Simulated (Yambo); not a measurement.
Yambo run on LiCl (rock salt, space group Fm-3m, No. 225) under isotropic strain of -3 % on all lattice vectors. The wavefunctions come from this Quantum ESPRESSO step (PBEsol, PseudoDojo standard norm-conserving files, scalar-relativistic):

```
&CONTROL
  calculation = 'nscf'
  pseudo_dir = './pseudo'
  outdir = './out'
/
&SYSTEM
  ibrav = 0
  nat = 2
  ntyp = 2
  ecutwfc = 74.0
  ecutrho = 296.0
  occupations = 'fixed'
  force_symmorphic = .true.
  nbnd = 74
/
&ELECTRONS
  conv_thr = 2e-09
  diago_full_acc = .true.
  diago_thr_init = 1e-08
/
ATOMIC_SPECIES
Li 6.9400 Li.upf
Cl 35.4500 Cl.upf
CELL_PARAMETERS angstrom
  0.000000000000   2.455396129461   2.455396129461
  2.455396129461   0.000000000000   2.455396129461
  2.455396129461   2.455396129461   0.000000000000
ATOMIC_POSITIONS crystal
Li   0.000000000000   0.000000000000   0.000000000000
Cl   0.500000000000   0.500000000000   0.500000000000
K_POINTS automatic
6 6 6 0 0 0
```

Yambo input:

```
rim_cut
gw0
dyson
el_el_corr
HF_and_locXC
ppa
em1d
RandQpts= 1000000
RandGvec= 1 Ry
EXXRLvcs= 74 Ry
VXCRLvcs= 296 Ry
Chimod= "HARTREE"
% BndsRnXp
 2 | 71 |
%
NGsBlkXp= 10 Ry
% LongDrXp
 1.0 | 1.0 | 1.0 |
%
PPAPntXp= 27.2114 eV
% GbndRnge
 1 | 71 |
%
GTermKind= "BG"
DysSolver= "n"
ExtendOut
% QPkrange
 1 | 1 | 5 | 6 |
 4 | 4 | 5 | 6 |
 13 | 13 | 5 | 6 |
%
```

k points by index: 1 = Γ, 4 = L, 13 = X.

Resulting energies as the program prints them:

```
#    K-point    Band    Eo [eV]    E [eV]    E-Eo [eV]    Vxc [eV]    Vnlxc [eV]    Sc|Eo [eV]    Sc|E [eV]    dSc/dw|Eo [eV]    Re(Z)    Im(Z)
#
    1    5    0.000000    -1.929284    -1.929284    -14.74877    -19.07797    1.949445    2.399914    -6.353274    0.810714    -0.001125
    1    6    6.943938    7.892231    0.948293    -10.21193    -5.299539    -3.791186    -3.964095    -4.961111    0.845795    -0.001003
    4    5    -0.324436    -2.291455    -1.967019    -14.57072    -19.00474    2.006005    2.466999    -6.376996    0.810141    -0.001099
    4    6    6.659015    7.683631    1.024616    -9.268871    -4.576961    -3.490870    -3.667294    -4.684981    0.853118    -0.959996E-3
    13    5    -1.393590    -3.421136    -2.027546    -13.71275    -18.44635    2.224224    2.706055    -6.465679    0.808002    -0.002480
    13    6    7.792261    8.827704    1.035443    -9.039336    -4.388047    -3.439952    -3.615846    -4.622086    0.854803    -0.921142E-3
```
(The two width columns are left out.) Convergence of these settings isn't established.

Geometry strained from the cell relaxed with PBEsol, atoms relaxed again.
